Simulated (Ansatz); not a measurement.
**What DFT gives for SiOs$_{2}$O$_{4}$**

```xyz
14
Lattice="0.0000 4.2857 4.2857 4.2857 0.0000 4.2857 4.2857 4.2857 0.0000" Properties=species:S:1:pos:R:3 pbc="T T T"
Si    1.0714    1.0714    1.0714
Si    7.5000    7.5000    7.5000
Os    4.2857    4.2857    4.2857
Os    4.2857    2.1429    2.1429
Os    2.1429    2.1429    4.2857
Os    2.1429    4.2857    2.1429
O     2.1137    2.1137    2.1137
O     6.4577    4.2566    4.2566
O     4.3149    4.3149    2.1137
O     4.2566    6.4577    4.2566
O     2.1137    4.3149    4.3149
O     6.4577    6.4577    6.4577
O     4.3149    2.1137    4.3149
O     4.2566    4.2566    6.4577
```

Level: r2SCAN, no spin polarisation; 500 eV; 7×7×7 Γ-centred mesh; fermi-dirac occupations (width 0.1 eV); Ansatz 0.2.0, fixed geometry.

Question: Which atom feels the largest force, and which way?

Answer: The largest is on O7 (and as large on other atoms): 1.86 eV/Å, components (-1.07, -1.07, -1.07). It makes 0° with the line to a nearest neighbour, Si1 at 1.81 Å, pointing towards it.

Question: Is the cell too large or too small?

Answer: The pressure is -10.7 GPa (compression positive), so with the atoms held at these fractions the cell would first shrink; the forces are large, so a full relaxation may end otherwise.

Question: What happens at the Fermi level?

Answer: It is a metal, with about 12 states/eV a cell as the mean within 0.25 eV of the Fermi level, mostly Os d (79 %).

Question: What is the formation energy?

Answer: -0.52 eV an atom against the elements' usual phases (free molecules for gases, crystals otherwise, with no correction for O₂ or N₂), so it is bound against them; other compounds may still compete. Relaxing would lower it.

Question: Give the Bader charges.

Answer: Bader charges in e: Si +2.95, Os +1.24, O -1.36. In the mean Si gives up most and O takes most.

Origin: a known structure type with other elements, at an estimated volume, so it need not be a known compound. Caveats: many states at the Fermi level without spin polarisation, so a magnetic state may lie lower; correlation that this level lacks may open a gap in such a compound; atoms or cell far from equilibrium.
